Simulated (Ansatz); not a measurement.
**Two states of YbV2Fe4**

```xyz
7
Lattice="0.0000 0.0000 4.8135 3.0263 -3.0263 2.4068 3.0263 3.0263 -2.4068" Properties=species:S:1:pos:R:3 pbc="T T T"
Fe    1.8279    1.8279    0.0000
Fe    1.1984   -1.1984    2.4068
Fe    1.1984    1.1984    2.4068
Fe    1.8279   -1.8279    4.8135
Yb    0.0000    0.0000    0.0000
V     3.0263    0.0000    3.6101
V     3.0263    0.0000    1.2034
```

The numbers come from plane-wave PAW DFT (Ansatz): PBE, 420 eV, 5×5×5 Γ-centred k points, cold occupations (width 0.2092 eV). Nothing was relaxed.

State A: no moments (no spin polarisation). State B: Fe1 down, Fe2 down, Fe3 down, Fe4 down, Yb5 down, V6 up, V7 up (collinear spin).

Q: Compare the two self-consistent states.

A: State B is lower by 27.1 meV an atom at zero smearing; in free energy at this smearing B lies -30.9 meV an atom from A.

| state | free energy (meV/atom) | largest moment in a small sphere (μB) | net moment (μB/cell) | gap on mesh (eV) | pressure (GPa) | largest force (eV/Å) |
| --- | --- | --- | --- | --- | --- | --- |
| A | 30.9 | 0.00 | 0.00 | metal | 9.7 | 0.64 |
| B | 0.0 | 1.41 | 4.89 | metal | 15.5 | 0.97 |

Origin: a known structure type with other elements, at an estimated volume, so it need not be a known compound. Caveats: the k mesh is coarse if the cell is a metal; atoms or cell far from equilibrium; wide smearing; f shells without a U or exact exchange are poorly placed.
